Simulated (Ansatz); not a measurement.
A structure of Y$_{2}$Pb$_{2}$O$_{7}$ relaxed with r2SCAN (plane waves to 500 eV, PAW, scalar-relativistic; Ansatz, an electronic-structure program); single points at other levels follow on the same geometry (Ansatz, PAW; HSE06 at 420 eV on a 4×4×4 k-mesh; no spin-orbit coupling). Space group Fd-3m (No. 227).

```yaml
crystal:
  lattice:
    - [0.00000, 5.33197, 5.33197]
    - [5.33197, 0.00000, 5.33197]
    - [5.33197, 5.33197, 0.00000]
  atoms:
    - { symbol: Y, position: [0.12500, 0.12500, 0.12500] }
    - { symbol: Y, position: [0.12500, 0.12500, 0.62500] }
    - { symbol: Y, position: [0.12500, 0.62500, 0.12500] }
    - { symbol: Y, position: [0.62500, 0.12500, 0.12500] }
    - { symbol: Pb, position: [0.62500, 0.62500, 0.62500] }
    - { symbol: Pb, position: [0.62500, 0.62500, 0.12500] }
    - { symbol: Pb, position: [0.62500, 0.12500, 0.62500] }
    - { symbol: Pb, position: [0.12500, 0.62500, 0.62500] }
    - { symbol: O, position: [0.52725, 0.97275, 0.97275] }
    - { symbol: O, position: [0.97275, 0.52725, 0.52725] }
    - { symbol: O, position: [0.97275, 0.52725, 0.97275] }
    - { symbol: O, position: [0.52725, 0.97275, 0.52725] }
    - { symbol: O, position: [0.97275, 0.97275, 0.52725] }
    - { symbol: O, position: [0.52725, 0.52725, 0.97275] }
    - { symbol: O, position: [0.72275, 0.27725, 0.72275] }
    - { symbol: O, position: [0.27725, 0.72275, 0.27725] }
    - { symbol: O, position: [0.27725, 0.72275, 0.72275] }
    - { symbol: O, position: [0.72275, 0.27725, 0.27725] }
    - { symbol: O, position: [0.27725, 0.27725, 0.72275] }
    - { symbol: O, position: [0.72275, 0.72275, 0.27725] }
    - { symbol: O, position: [0.00000, 0.00000, 0.00000] }
    - { symbol: O, position: [0.25000, 0.25000, 0.25000] }
```

| level | gap (eV) | kind | conduction minimum |
|---|---|---|---|
| r2SCAN | 1.52 | direct | Γ |
| HSE06 | ? | – | ? |

### Question
Some entries are withheld; supply them.

### Answer

- HSE06, gap (eV): 2.32
- HSE06, conduction minimum: Γ

For this cell size the semilocal gaps come from the SCF mesh and high-symmetry points. No spin polarisation in the result.

The run could not lose the symmetry of its start.

The first start was generated by placing the elements on the sites of a structure type. Materials Project lists a structure of Y2Pb2O7 in the same space group, Fd-3m (No. 227); the sites were not compared with it, nor with measured phases.
